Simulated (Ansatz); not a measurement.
SiC$_{2}$: computed property card

SiC2:
```
SiC2
1.0
    3.15626     0.00000     0.00000
    0.00000     3.15626     0.00000
    0.00000     0.00000     6.87012
Si C
2 4
Direct
  0.00000   0.00000   0.25000
  0.00000   0.00000   0.75000
  0.00000   0.50000   0.09918
  0.50000   0.00000   0.59918
  0.00000   0.50000   0.90082
  0.50000   0.00000   0.40082
```

Space group P4_2/mmc (No. 131); conventional cell a = b = 3.1563 Å, c = 6.8701 Å, α = β = γ = 90.00°.

Method: DFT-PBEsol in the program Ansatz with PAW potentials. Structure relaxed to zero pressure with the same functional. Other levels are named where they apply.

**Cell and energy**

| Quantity | Result |
|---|---|
| Volume per atom | 11.41 Å³ |
| Density | 2.53 g/cm³ |
| Formation energy from the elements (no fitted shifts) | 0.43 eV/atom |

**Electronic structure**

| Item | Result |
|---|---|
| Electronic character | metallic (no gap) |
| Density of states at the Fermi level | 0.13 states/eV per atom (mean over ±0.08 eV) |

**Mechanics**

| Item | Result |
|---|---|
| Bulk modulus (Birch–Murnaghan fit) | 162 GPa |
| Pressure derivative B′ | 3.6 |

**Phonons**

| Property | Result |
|---|---|
| Highest zone-centre frequency | 1499 cm⁻¹ |
| Zone-centre stability | no imaginary mode at Γ |

The start of the workflow was typed in or built on a structure type; neither database checked (COD, Materials Project) lists it. Its standing as an ambient phase is unchecked. Symmetry was held in the PBEsol relaxation. Its formation energy is positive at this level, so the cell may be metastable or incomplete. As this level gives no gap, phonon frequencies hold no LO–TO term and depend on the k-mesh and smearing (Fermi–Dirac, 0.1 eV here). The references are the lowest solids computed at this level, not always the standard phases.

Potentials: the later of the program's two PAW sets.
